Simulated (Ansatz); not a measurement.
CsPbCl$_{3}$ (cubic perovskite, Pm-3m) at seven volumes, plane-wave PAW PBE (Ansatz code), scaled uniformly. One row is withheld.

```json
[
 {"V (Å³/atom)": "34.301", "P (GPa)": "2.55"},
 {"V (Å³/atom)": "35.431", "P (GPa)": "1.56"},
 {"V (Å³/atom)": "36.562", "P (GPa)": "?"},
 {"V (Å³/atom)": "37.693", "P (GPa)": "0.00"},
 {"V (Å³/atom)": "38.824", "P (GPa)": "-0.60"},
 {"V (Å³/atom)": "39.955", "P (GPa)": "-1.11"},
 {"V (Å³/atom)": "41.085", "P (GPa)": "-1.53"}
]
```

Question: Fit the shown pressures and predict the withheld one.

Answer: P = (3/2)B₀(x^(7/2) − x^(5/2))[1 + (3/4)(B′ − 4)(x − 1)] with x = (V₀/V)^(2/3). Least squares on the six rows gives V₀ = 37.695 Å³/atom, B₀ = 21.7 GPa, B′ = 4.63. At V = 36.562, x = 1.0206 and P = 0.71 GPa. The run itself gave 0.71 GPa.

This is a known high-temperature phase of the composition, computed here at zero pressure and temperature. The PBE relaxation kept the symmetry of its start; whether a distortion lowers the energy is not shown. Spin–orbit coupling is left out wherever it is not named.

Potentials: the later of the program's two PAW sets.
